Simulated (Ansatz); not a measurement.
MoPd (L1₀ or tetragonal B2, P4/mmm) at seven volumes, r²SCAN (plane waves, PAW; program Ansatz), shape and atoms relaxed at each. One row is withheld.

| V (Å³/atom) | P (GPa) |
|---|---|
| 13.635 | ? |
| 14.084 | 17.74 |
| 14.534 | 8.10 |
| 14.983 | 0.00 |
| 15.433 | -6.80 |
| 15.882 | -12.50 |
| 16.332 | -17.27 |

Task: Fit the shown pressures and predict the withheld one.

Result: Third-order Birch–Murnaghan: P = (3/2)B₀(x^(7/2) − x^(5/2))[1 + (3/4)(B′ − 4)(x − 1)] with x = (V₀/V)^(2/3). Least squares on the six rows gives V₀ = 14.983 Å³/atom, B₀ = 246.8 GPa, B′ = 4.84. At V = 13.635, x = 1.0649 and P = 29.25 GPa. The run itself gave 29.19 GPa.

The start of the workflow was typed in or built on a structure type; neither database checked (COD, Materials Project) lists it. Whether it is the stable phase at ambient conditions was not checked. The r²SCAN relaxation kept the symmetry of its start; whether a distortion lowers the energy is not shown. The run is not spin-polarised.

Potentials: the later of the program's two PAW sets.
